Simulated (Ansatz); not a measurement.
Method: Ansatz 0.2.0, DFT PBE, scalar-relativistic, plane waves, PAW. All cells share a 420 eV cutoff and Γ-centred k meshes spaced at most about 0.3 Å⁻¹ (about 0.25 or finer for metals, 2π included). No spin polarisation in the final relaxations.

Temperature and zero-point effects are left out. All come from trial cells, and lower structures may exist.

Task: Which of these relaxed structures of La3N is the lowest in energy?
A.

```cif
data_structure
_symmetry_space_group_name_H-M 'P4mm'
_symmetry_Int_Tables_number 99
_cell_length_a 4.6897
_cell_length_b 4.6897
_cell_length_c 6.7219
_cell_angle_alpha 90.000
_cell_angle_beta 90.000
_cell_angle_gamma 90.000
_cell_volume 147.84
loop_
_atom_site_label
_atom_site_type_symbol
_atom_site_symmetry_multiplicity
_atom_site_Wyckoff_symbol
_atom_site_fract_x
_atom_site_fract_y
_atom_site_fract_z
_atom_site_occupancy
La1 La 2 c 0.50000 0.00000 0.10095 1
La2 La 1 b 0.50000 0.50000 0.64645 1
N1 N 1 b 0.50000 0.50000 0.98102 1
```

B.

```cif
data_structure
_symmetry_space_group_name_H-M 'Im-3m'
_symmetry_Int_Tables_number 229
_cell_length_a 5.8387
_cell_length_b 5.8387
_cell_length_c 5.8387
_cell_angle_alpha 90.000
_cell_angle_beta 90.000
_cell_angle_gamma 90.000
_cell_volume 199.05
loop_
_atom_site_label
_atom_site_type_symbol
_atom_site_symmetry_multiplicity
_atom_site_Wyckoff_symbol
_atom_site_fract_x
_atom_site_fract_y
_atom_site_fract_z
_atom_site_occupancy
La1 La 6 b 0.50000 0.00000 0.00000 1
N1 N 2 a 0.00000 0.00000 0.00000 1
```

C.

```cif
data_structure
_symmetry_space_group_name_H-M 'P6/mmm'
_symmetry_Int_Tables_number 191
_cell_length_a 5.0864
_cell_length_b 5.0864
_cell_length_c 4.9182
_cell_angle_alpha 90.000
_cell_angle_beta 90.000
_cell_angle_gamma 120.000
_cell_volume 110.19
loop_
_atom_site_label
_atom_site_type_symbol
_atom_site_symmetry_multiplicity
_atom_site_Wyckoff_symbol
_atom_site_fract_x
_atom_site_fract_y
_atom_site_fract_z
_atom_site_occupancy
La1 La 2 d 0.33333 0.66667 0.50000 1
La2 La 1 a 0.00000 0.00000 0.00000 1
N1 N 1 b 0.00000 0.00000 0.50000 1
```

D.

```cif
data_structure
_symmetry_space_group_name_H-M 'Pm-3m'
_symmetry_Int_Tables_number 221
_cell_length_a 4.5474
_cell_length_b 4.5474
_cell_length_c 4.5474
_cell_angle_alpha 90.000
_cell_angle_beta 90.000
_cell_angle_gamma 90.000
_cell_volume 94.04
loop_
_atom_site_label
_atom_site_type_symbol
_atom_site_symmetry_multiplicity
_atom_site_Wyckoff_symbol
_atom_site_fract_x
_atom_site_fract_y
_atom_site_fract_z
_atom_site_occupancy
La1 La 3 c 0.00000 0.50000 0.50000 1
N1 N 1 a 0.00000 0.00000 0.00000 1
```

Result: A. It has space group P4mm (No. 99); the next, C, with the Li3N type, space group P6/mmm (No. 191), lies 98 meV/atom higher. Counting La atoms around N (those within 1.25 times the shortest such distance or 1.15 times the sum of covalent radii; a plus sign parts nearer from farther groups), the lowest has N 1+4 and the next has N 2+6.

A magnetic state wasn't ruled out in cells without spin, among them P4mm, Im-3m. Cells relaxed within their symmetry can be saddle points. Some structure types and database cells were kept out of the candidates from the start, so a known form may be missing.
